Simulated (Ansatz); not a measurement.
Pt (hcp): energy against volume

All numbers below come from DFT, BLYP, plane waves (420 eV) with PAW, scalar-relativistic in Ansatz 0.2.0. (PAW data from PBE, frozen cores regenerated.)

The cell is scaled uniformly from the relaxed one, with fractional coordinates and shape fixed. Energies are extrapolated to zero smearing, pressures are those at the given smearing. Magnetic state: spin not included.

A Birch-Murnaghan fit gives V₀ = 16.75 Å³/atom, B₀ = 195 GPa, B₀′ = 5.6.

Task: What are the energy above the minimum and the pressure at 16.113 Å³/atom?

Result: 15.9 meV/atom and 8.83 GPa as computed.

Task: What are the energy above the minimum and the pressure at 18.127 Å³/atom?

Result: 58.1 meV/atom and -11.98 GPa as computed.

Task: What are the energy above the minimum and the pressure at 18.799 Å³/atom?

Result: 118.6 meV/atom and -15.90 GPa as computed.
